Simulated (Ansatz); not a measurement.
## Which element?

Cell vectors (Å):

```
0.0000 2.1305 2.1305
2.1305 0.0000 2.1305
2.1305 2.1305 0.0000
```

```json
{"atom": "Ti", "a": "0.0000", "b": "0.0000", "c": "0.0000"}
{"atom": "X", "a": "0.5000", "b": "0.5000", "c": "0.5000"}
```

All numbers below come from LDA, PAW on Ansatz 0.2.0's default frozen-core files (fitted under PBE), scalar-relativistic. k mesh 18×18×18, strains of ±0.008, Fermi-Dirac smearing of 0.100 eV.

Elastic constants of a crystal by Kohn-Sham DFT: slopes of the stress over finite engineering strains of the given cell, Voigt indices, Cartesian axes as in the cell vectors.

```
index  elastic (GPa)
   11          588.4
   12          129.1
   44          177.8
```

**Question.** All X atoms are one element. Which one was computed?

**Answer.** C; the crystal is TiC (Fm-3m).

Known limits: frozen-core PAW files fitted under PBE, their cores solved anew for the functional of the run; responses of metals move with mesh and smearing.
